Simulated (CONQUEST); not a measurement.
CONQUEST run on CdS (P6_3mc, 8 atoms in the cell; from Materials Project mp-672): self-consistent single point.

All values come from this method and carry its errors: PBE, numerical atomic orbitals double-zeta with polarisation (the shipped basis), PseudoDojo norm-conserving potentials made for PBE in CONQUEST.

```
CdS
1.0
    4.16884     0.00000     0.00000
    0.00000     7.22064     0.00000
    0.00000     0.00000     6.77962
Cd S
4 4
Cartesian
  2.08442   1.20344   3.39130
  0.00000   2.40688   0.00149
  0.00000   4.81376   3.39130
  2.08442   6.01720   0.00149
  2.08442   1.20344   5.94424
  0.00000   2.40688   2.55443
  0.00000   4.81376   5.94424
  2.08442   6.01720   2.55443
```

Reference input (self-consistent single point, DFT, PBE, numerical atomic orbitals double-zeta with polarisation (the shipped basis), PseudoDojo norm-conserving potentials made for PBE): basis = DZP; Diag.MPMeshX, Y, Z = 8 5 5; potentials = PseudoDojo norm-conserving PBE; Grid.GridCutoff = 140 Ha; DM.SolutionMethod = diagon; Diag.SmearingType = 1; Diag.kT = 0.000735 Ha; Diag.GammaCentred = true; Diag.MPOrder = 0; minE.SCTolerance = 1.0e-07; SC.MaxIters = 100; SC.LinearMixingFactor = 0.3. This run's input differs from it in these lines:

```diff
@@ -23,3 +23,3 @@
 Diag.MPOrder                   0
-Diag.kT                        0.000735
+Diag.kT                        0.029399
```

Log, with long lists cut:

```
    PulayMixSC: Starting Pulay mixing, A_up =  0.300 A_dn =  0.300
    PulayMixSC: Spin non-polarised calculation.
          Harris-Foulkes Energy            :      -745.680246737536208 Ha
          Free Energy (E-TS)               :      -745.681223763073604 Ha
    PulayMixSC: Pulay iteration     1 residual:              0.14286E-02
          Harris-Foulkes Energy            :      -745.611749533290322 Ha
          Free Energy (E-TS)               :      -745.613487969290190 Ha
    PulayMixSC: Pulay iteration     2 residual:              0.61576E-03
          Harris-Foulkes Energy            :      -745.605763525530392 Ha
   [... lines left out ...]
          Free Energy (E-TS)               :      -745.607516452282312 Ha
    PulayMixSC: Pulay iteration     6 residual:              0.38959E-05
          Harris-Foulkes Energy            :      -745.605426898627229 Ha
          Free Energy (E-TS)               :      -745.607515221310678 Ha
    PulayMixSC: Pulay iteration     7 residual:              0.12777E-06
          Harris-Foulkes Energy            :      -745.605426716539569 Ha
          Free Energy (E-TS)               :      -745.607515135746553 Ha
    PulayMixSC: Pulay iteration     8 residual:              0.70203E-07
    PulayMixSC: Reached SCF tolerance of  0.70203E-07 after      8 iterations
      | Number of electrons      =       104.000084
      | GS Energy with kT -> 0   =      -745.606470926143061 Ha
      | Free Energy as E-TS      =      -745.607515135746553 Ha
      |* Harris-Foulkes energy   =      -745.605426716539569 Ha
      |* DFT total energy        =      -745.605426716536726 Ha

    force: Forces on atoms (Ha/a0)
    force:  Atom   X              Y              Z
    force:     1   0.0000000000  -0.0000323855  -0.0001108531
    force:     2  -0.0000000000   0.0000323855  -0.0001108531
    force:     3  -0.0000000000  -0.0000323855  -0.0001108531
    force:     4   0.0000000000   0.0000323855  -0.0001108531
    force:     5   0.0000000000   0.0000288470  -0.0000260525
    force:     6  -0.0000000000  -0.0000288470  -0.0000260525
   [... lines left out ...]
    force: Maximum force :        0.00011085(Ha/a0) on atom         1 in z direction
   [... lines left out ...]
    force: Force Residual:        0.00008616 Ha/a0
    force: Total stress:         -1.97009134     0.00000000     0.00000000 GPa
                             0.00000000    -1.95487767     0.00000000
                             0.00000000     0.00000000    -2.05609901
    force: Average pressure:      1.99368934 GPa

    get_E_and_F: Change in energy during last step of electronic optimisation:  0.18209E-06
```

The run converged in 8 iterations. CONQUEST prints the stress tensor with tension positive. Against the reference run the free energy goes down by 4.2 meV/atom and the pressure moves little (1.96 to 1.99 GPa).

The program uses no crystal symmetry, so grid and mesh can part values that symmetry would make equal. The atom-centred basis is finite, which shifts total energies and pressures against plane waves. This run is one point of a test of settings, so its values need not be converged; read them against the reference run alone. The structure comes from a collection of computed structures, made at another level of theory; the collection holds predicted forms beside known ones.

Cost on one core: roughly 2.3 core-minutes.
